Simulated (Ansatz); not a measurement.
Ansatz (a first-principles code) input:

Ansatz 0.2 input:
```yaml
crystal:
  lattice:
    - [3.8451554073, 0.0, 0.0]
    - [-1.9225777036, 3.3300022642, 0.0]
    - [0.0, 0.0, 6.3055402632]
  atoms:
    - { symbol: Zn, position: [0.6666666667, 0.3333333333, 0.9998559089] }
    - { symbol: Zn, position: [0.3333333333, 0.6666666667, 0.4998559089] }
    - { symbol: S, position: [0.6666666667, 0.3333333333, 0.6253440911] }
    - { symbol: S, position: [0.3333333333, 0.6666666667, 0.1253440911] }
kpoints:
  mp_grid: { grid: [8, 8, 5] }
hamiltonian:
  xc: pbe
  pseudopotentials: { kind: paw }
scf:
  occupations: { method: fixed }
phonons:
  method: dfpt
  response_accuracy: low
  eigenvectors: true
  rigid_motions: translations
  dielectric: true
  raman: true
```

Output (shortened):

```
Pseudopotential: Zn, paw, valence charge 12
Pseudopotential: S, paw, valence charge 6
Functional definition: PBE
Crystal: 4 atoms, lattice volume = 80.739 Å³
Basis set: ecut = 420 eV, 1581 PW (Γ), exchange–correlation on 54×54×96 points (8 copies of the dense FFT grid, shifted against one another)
Bands: 22, of which v1, the nominal top of the filled ones, is band 18 counted from 1 (17 counted from 0)
Symmetry: 12 space group operations
k-points: 93 of 320 (irreducible under 2 space group operations, time reversal used)
SCF iter   1: F=—  HF=-8445.456855 eV  |F-HF|=—  |Δ(HF+E_count)|=         —  Δρ=5.05e-4  dr2=2.34e-4  ethr=1.77e-3  ⟨swp⟩=5.3  Hψ=8803  notcnv=0  defer=184
preconditioner: auto → Resta (q_TF=auto, 2.385 Å⁻¹)
SCF iter   2: F=—  HF=-8445.457130 eV  |F-HF|=—  |Δ(HF+E_count)|=   2.75e-4  Δρ=4.08e-4  dr2=1.22e-4  ethr=6.51e-7  ⟨swp⟩=2.7  Hψ=4877  notcnv=0  defer=184
SCF iter   3: F=—  HF=-8445.457221 eV  |F-HF|=—  |Δ(HF+E_count)|=   9.05e-5  Δρ=2.30e-4  dr2=2.22e-5  ethr=3.38e-7  ⟨swp⟩=2.0  Hψ=3752  notcnv=0  defer=184
SCF iter   4: F=—  HF=-8445.457212 eV  |F-HF|=—  |Δ(HF+E_count)|=   8.79e-6  Δρ=8.30e-5  dr2=6.00e-6  ethr=6.17e-8  ⟨swp⟩=2.0  Hψ=3534  notcnv=0  defer=6
SCF iter   5: F=—  HF=-8445.457210 eV  |F-HF|=—  |Δ(HF+E_count)|=   1.38e-6  Δρ=3.07e-5  dr2=7.31e-7  ethr=1.67e-8  ⟨swp⟩=2.0  Hψ=2681  notcnv=0
SCF iter   6: F=—  HF=-8445.457211 eV  |F-HF|=—  |Δ(HF+E_count)|=   3.22e-7  Δρ=9.99e-6  dr2=7.45e-8  ethr=2.03e-9  ⟨swp⟩=2.0  Hψ=3720  notcnv=0
SCF iter   7: F=—  HF=-8445.457211 eV  |F-HF|=—  |Δ(HF+E_count)|=   6.58e-8  Δρ=2.93e-6  dr2=5.92e-9  ethr=2.07e-10  ⟨swp⟩=2.6  Hψ=3700  notcnv=0
SCF iter   8: F=—  HF=-8445.457211 eV  |F-HF|=—  |Δ(HF+E_count)|=   2.39e-9  Δρ=5.85e-7  dr2=3.79e-10  ethr=1.64e-11  ⟨swp⟩=2.0  Hψ=3493  notcnv=0
SCF iter   9: F=-8445.457211 eV  HF=-8445.457211 eV  |F-HF|=1.27e-11  |Δ(HF+E_count)|=  2.42e-10  Δρ=1.12e-7  dr2=6.18e-12  ethr=1.00e-12  ⟨swp⟩=7.1  Hψ=12475  notcnv=0
SCF 1 converged in 9 iterations: F = -8445.457211 eV  dr2 = 6.18e-12
NSCF: frozen V_eff on 5 k-points
DFPT response loops at Γ: preconditioner auto → Resta (q_TF=auto, 2.385 Å⁻¹)  ε∞=5.4 (no band partly filled) …
── the response to a field inside a basis, on 8×8×6 k-points: an SCF that follows is theirs, and a resumed run solves both again ──
Crystal: 4 atoms, lattice volume = 80.739 Å³
Bands: 19, of which v1, the nominal top of the filled ones, is band 18 counted from 1 (17 counted from 0)
k-points: 60
SCF iter   1: F=—  HF=-8445.453298 eV  |F-HF|=—  |Δ(HF+E_count)|=         —  Δρ=2.07e-4  dr2=1.26e-5  ethr=1.00e-1
preconditioner: auto → Resta (q_TF=auto, 2.385 Å⁻¹)
SCF iter   2: F=—  HF=-8445.453299 eV  |F-HF|=—  |Δ(HF+E_count)|=   1.55e-6  Δρ=2.43e-4  dr2=2.33e-5  ethr=3.49e-8
SCF iter   3: F=—  HF=-8445.453299 eV  |F-HF|=—  |Δ(HF+E_count)|=   5.40e-7  Δρ=3.03e-5  dr2=2.06e-7  ethr=3.49e-8
SCF iter   4: F=—  HF=-8445.453296 eV  |F-HF|=—  |Δ(HF+E_count)|=   2.42e-6  Δρ=8.93e-6  dr2=1.43e-8  ethr=5.73e-10
SCF iter   5: F=—  HF=-8445.453296 eV  |F-HF|=—  |Δ(HF+E_count)|=   1.52e-7  Δρ=1.36e-6  dr2=6.58e-10  ethr=3.96e-11
SCF iter   6: F=-8445.453296 eV  HF=-8445.453296 eV  |F-HF|=6.00e-11  |Δ(HF+E_count)|=  9.80e-10  Δρ=3.09e-7  dr2=9.36e-11  ethr=1.83e-12
SCF 1 converged in 6 iterations: F = -8445.453296 eV  dr2 = 9.36e-11
DFPT response loops at Γ: preconditioner auto → Resta (q_TF=auto, 2.385 Å⁻¹)  ε∞=5.3 (no band partly filled) …
DFPT response loops at Γ: mixed as the last ones told, above
WARN: field response: ε∞ stands inside a basis, on 8×8×6 points …
SCF converged after 9 iterations
Free energy (F): -8445.457211 eV
Harris-Foulkes:  -8445.457211 eV  (|F-HF|=1.27e-11)
Internal energy: -8445.457211 eV  (E = F + TS)
E sigma→0 (E₀):  -8445.457211 eV
Fermi energy:    5.510254 eV
--- Per-component energies (eV) ---
  E_band       = 2.372244
  E_kinetic    = 475.630242
  E_local      = -4117.751569  (includes V_loc(G=0)·N_el)
  E_nonlocal   = 1285.945938
  E_hartree    = 1721.308235
  E_xc         = -468.200879
  E_vxc        = -278.304623  (∫ρ·V_xc dr)
  E_paw        = -4857.651009  (= ΣΔE_a)
  E_vpaw       = -805.763422  (= ΣTr[D̂ρ^β])
  E_aug_tail   = -0.000706  (compensation charges beyond the density's cutoff)
  E_ewald      = -2484.737464
  E_smearing   =  0.000000  (= −TS)
  E_closure    =  0.000000  (closes the sum)
  Σ components = -8445.457211   (vs F -8445.457211, Δ=0.00e0)
  [band-id]    e_kinetic+e_local+e_nonlocal+2·e_hartree+e_vxc+e_vpaw+e_augmentation_tail = 2.372332   (vs E_band 2.372244, Δ=8.78e-5)
--- Band table (eV; the first three rows and the last of 93) ---
  k-point 0: bands = ["-7.4994", "-6.6092", "-0.7431", "-0.7312", "-0.7312", "-0.6527", "-0.6527", "-0.3117", "-0.3117", "-0.2394", "-0.2394", "-0.0877", "0.3439", "4.6549", "4.6549", "5.4356", "5.5103", "5.5103", "7.5886", "8.5591", "11.8155", "11.8155"]
  k-point 1: bands = ["-7.4261", "-6.7087", "-0.7465", "-0.7261", "-0.7261", "-0.6628", "-0.6628", "-0.4196", "-0.3029", "-0.3029", "-0.2444", "-0.2444", "0.9886", "4.6657", "4.7304", "4.7304", "5.4214", "5.4214", "8.2543", "8.6555", "11.8273", "11.8737"]
  k-point 2: bands = ["-7.2242", "-6.9518", "-0.7365", "-0.7104", "-0.7104", "-0.6863", "-0.6863", "-0.6551", "-0.2819", "-0.2819", "-0.2595", "-0.2595", "2.0796", "3.3626", "4.9335", "4.9335", "5.1968", "5.1968", "8.8918", "8.9450", "11.8493", "12.0859"]
  k-point 92: bands = ["-6.5161", "-6.4125", "-0.6518", "-0.6494", "-0.5613", "-0.5275", "-0.4829", "-0.4625", "-0.2821", "-0.2711", "-0.1385", "-0.0535", "1.0500", "1.3149", "2.8645", "3.3044", "3.7927", "4.3102", "9.8231", "10.1913", "11.6185", "11.8719"]
--- Phonons (Γ-DFPT): 4 representative perturbations + reference, on 93 of 320 k-points (Σ response iterations 13) ---
  ASR residual: 1.119e-4 → 0.000e0 eV/Å²; symmetrization residual: 1.589e-4 eV/Å²
  ASR residual per site (eV/Å²): 1.12e-4 1.12e-4 8.60e-5 8.60e-5
  Γ frequencies (cm⁻¹): 0.00 0.00 0.00 70.23 70.23 187.80 256.99 262.66 262.66 267.79 267.79 321.19
  ε∞ (high-frequency dielectric tensor):
        5.829070     0.000000     0.000000
        0.000000     5.829070     0.000000
        0.000000     0.000000     5.994094
  ε⁰ (static dielectric tensor: ions relaxed, cell fixed):
        9.012323     0.000000     0.000000
        0.000000     9.012323     0.000000
        0.000000     0.000000     9.704236
  ε⁰ − ε∞ (ionic part):
        3.183254     0.000000     0.000000
        0.000000     3.183254     0.000000
        0.000000     0.000000     3.710143
  softest optical mode at Γ: 70.23 cm⁻¹; the repairs (sum rule, projections) moved no ω² at Γ by more than (4.11 cm⁻¹)²
  Born effective charges Z* (e; rows j = field, columns β = displacement):
    site 0:
         1.96872    0.00000    0.00000
         0.00000    1.96872    0.00000
         0.00000    0.00000    2.07953
    site 1:
         1.96872    0.00000    0.00000
         0.00000    1.96872    0.00000
         0.00000    0.00000    2.07953
    site 2:
        -1.96872    0.00000    0.00000
         0.00000   -1.96872    0.00000
         0.00000    0.00000   -2.07953
    site 3:
        -1.96872    0.00000    0.00000
         0.00000   -1.96872    0.00000
         0.00000    0.00000   -2.07953
  Z* charge neutrality: 2.667e-2 e pre-enforcement
  solved inside a basis spanned on kpoints, on 8×8×6 k-points transformed towards the longest dipole: ε∞ is read to err by 2.9e-2, Z* by 2.3e-2 e (field_mesh …
  Raman tensors (in the event stream and the table raman_tensors.tsv) …
  optical modes at Γ without the LO–TO term, one row a degenerate level:
      ω (cm⁻¹)  modes    IR ((D/Å)²/amu)  static Raman (Å⁴/amu)  depolarisation
         70.23      2             0.0000                 0.1544           0.750
        187.80      1             0.0000                 0.0000               —
        256.99      1             9.2758                 3.7042           0.718
        262.66      2            16.6271                 3.4333           0.750
        267.79      2             0.0000                 4.8809           0.750
        321.19      1             0.0000                 0.0000               —
  optical modes at Γ + LO–TO along q̂ = [1.0000, 0.0000, 0.0000]:
      ω (cm⁻¹)  modes    IR ((D/Å)²/amu)  static Raman (Å⁴/amu)  depolarisation
         70.23      2             0.0000                 0.1544           0.750
        187.80      1             0.0000                 0.0000               —
        256.99      1             9.2758                 3.7042           0.718
        262.66      1             8.3136                 1.7167           0.750
        267.79      2             0.0000                 4.8809           0.750
        321.19      1             0.0000                 0.0000               —
        326.60      1             8.3136                 0.3056           0.750
  optical modes at Γ + LO–TO along q̂ = [0.0000, 1.0000, 0.0000]:
      ω (cm⁻¹)  modes    IR ((D/Å)²/amu)  static Raman (Å⁴/amu)  depolarisation
         70.23      2             0.0000                 0.1544           0.750
        187.80      1             0.0000                 0.0000               —
        256.99      1             9.2758                 3.7042           0.718
        262.66      1             8.3136                 1.7167           0.750
        267.79      2             0.0000                 4.8809           0.750
        321.19      1             0.0000                 0.0000               —
        326.60      1             8.3136                 0.3056           0.750
  optical modes at Γ + LO–TO along q̂ = [0.0000, 0.0000, 1.0000]:
      ω (cm⁻¹)  modes    IR ((D/Å)²/amu)  static Raman (Å⁴/amu)  depolarisation
         70.23      2             0.0000                 0.1544           0.750
        187.80      1             0.0000                 0.0000               —
        262.66      2            16.6271                 3.4333           0.750
        267.79      2             0.0000                 4.8809           0.750
        321.19      1             0.0000                 0.0000               —
        326.99      1             9.2758                 4.3071           0.596
```

Cost: roughly 12 core-minutes on shared cores.

Space group P6_3mc (wurtzite). The cell was relaxed with PBE under the symmetry of its start; phonons on a q-mesh show no instability.

Potentials: the later of the program's two PAW sets.

Ansatz is a plane-wave DFT program.
